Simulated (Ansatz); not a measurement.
# NbAlP2SO12: field gradients at two levels of theory

Cell: a computed structure from the Materials Project (it need not be an observed phase), atoms as given.

Space group Cc (No. 9); a = 14.9290, b = 8.5721, c = 8.8746 Å, β = 124.00°.

```csv
site,Wyckoff,site symmetry,x,y,z
Al,4a,1,0.3921,0.2521,0.9328
Nb,4a,1,0.6083,0.7591,0.0817
P5,4a,1,0.4852,0.9679,0.2443
P6,4a,1,0.8631,0.9052,0.2442
S,4a,1,0.1449,0.8809,0.2469
O11,4a,1,0.4209,0.0723,0.0802
O12,4a,1,0.5491,0.3137,0.0855
O13,4a,1,0.8652,0.8719,0.0784
O17,4a,1,0.5679,0.9336,0.9179
O18,4a,1,0.4610,0.6768,0.9163
O19,4a,1,0.1431,0.1333,0.9119
O23,4a,1,0.4192,0.1348,0.7839
O24,4a,1,0.8623,0.9238,0.7819
O25,4a,1,0.2420,0.1884,0.7735
O29,4a,1,0.5664,0.8633,0.2253
O30,4a,1,0.1492,0.0548,0.2255
O31,4a,1,0.7603,0.8236,0.2197
```

One atom of each set is listed; the run and its k-mesh use a cell of 34 atoms with edges of 8.61, 8.61, 8.87 Å.

First run. Method: Kohn–Sham DFT in Ansatz, PBE, plane waves and PAW, scalar-relativistic, 420 eV cutoff, Γ-centred 3×3×3 k-points, Fermi–Dirac smearing 0.02 eV.

```csv
site,V_zz (10²¹ V/m²),η
Al,2.56,0.21
Nb,-7.04,0.81
P5,-4.47,0.35
P6,-4.03,0.27
S,-2.46,0.39
O12,14.68,0.07
O13,11.16,0.06
O17,9.48,0.09
O18,9.59,0.08
O19,14.60,0.11
O25,14.65,0.07
O29,9.39,0.08
O30,14.33,0.09
O31,9.28,0.10
```

Second run. The same atoms and settings, except that the functional is r2SCAN and the cutoff is 500 eV.

Question: What does the second run give?

Answer: 

```tsv
site	V_zz	η	change of V_zz
Al	2.52	0.21	-0.04
Nb	-7.15	0.81	-0.11
P5	-4.76	0.39	-0.29
P6	-4.28	0.31	-0.25
S	-2.62	0.38	-0.16
O12	15.07	0.07	+0.39
O13	11.23	0.07	+0.07
O17	9.69	0.09	+0.21
O18	9.80	0.09	+0.21
O19	15.02	0.10	+0.42
O25	15.07	0.08	+0.42
O29	9.62	0.08	+0.23
O30	14.80	0.09	+0.47
O31	9.51	0.10	+0.23
```

The largest change of V_zz is on O30, from 14.33 to 14.80. In per cent, |V_zz| changes by -2 on Al, +2 on Nb, +6 on P, +7 on S, +1 to +3 on O (all sites that start above 0.5). The table leaves out 3 of the 17 sites, with |V_zz| up to 11.22; their tensors move by 0.16 at most along any direction. The statements above cover all sites.

Without spin–orbit coupling (the program notes it for Nb) the gradients are little affected as a rule: paired runs on crystals with a gap mostly move them by under 2 % at such atoms.
For the first run: The largest force is 0.7 eV/Å, so the atoms aren't at the calculated equilibrium and relaxing them would move these values. A computed database structure should lie near equilibrium, so this entry is doubtful.
For the second run: At this cell the r2SCAN pressure is -6 GPa, so with r2SCAN the cell would shrink if it were relaxed. The entry's cell may itself be off. The largest force is 0.6 eV/Å, so the atoms aren't at the calculated equilibrium and relaxing them would move these values. With these PAW files V_zz is typically within 2 to 3 % of all-electron values, but misses above 10 % occur on Al.
